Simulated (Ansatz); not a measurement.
Starting cell, SnO (litharge type, space group P4/nmm):

```
SnO
1.0
    3.83618     0.00000     0.00000
    0.00000     3.83618     0.00000
    0.00000     0.00000     4.75736
Sn O
2 2
Direct
  0.50000   0.00000   0.24343
  0.00000   0.50000   0.75657
  0.00000   0.00000   0.00000
  0.50000   0.50000   0.00000
```

In this cell atom 2 (Sn, nearest neighbour O at 2.241 Å; its periodic images, 3.8 Å or more away, move with it) is moved by s along Cartesian [111], unit vector (0.577, 0.577, 0.577); all other atoms and the cell stay fixed.

Computed with PBE-D3(BJ) (plane waves to 420 eV, PAW, scalar-relativistic; Ansatz, a program for electronic structure). k mesh 10×10×8 (Γ-centred), Fermi-Dirac smearing 0.05 eV. Energies are smeared free energies. With partly filled bands, energies and forces of such displacements shift with the k mesh and the smearing. At this level the bands of SnO touch or barely overlap; measurements give the solid a gap. SnO was relaxed with its symmetry unable to fall. The PAW data are Ansatz's earlier set. The zero of ΔE is the undisplaced structure. The last digit holds for this mesh only.

```csv
s (Å),ΔE (meV/cell)
-0.450,479.0
-0.360,329.2
-0.270,withheld
-0.180,96.7
-0.090,26.3
0.000,0.0
0.090,32.0
0.180,141.0
0.270,351.7
0.360,695.2
0.450,1209.8
```

Question: Fit a polynomial form (powers 2, 3, 4) to the given rows and predict ΔE at s = -0.270.

Answer: Least squares on the 10 given rows: ΔE = (3551)·s² + (3989)·s³ + (3059)·s⁴, in meV/cell with s in Å; root-mean-square residual 1.85 meV/cell. At -0.270 the fit gives 196.6 meV/cell; the calculation gives 200.2 meV/cell, so the interpolation is off by -3.6 (-1.8 %). The quadratic term alone would give 258.9 meV/cell.

(For displaced atoms, the force is minus the slope of the energy, and its curvature is a force constant, which sets phonon frequencies.)
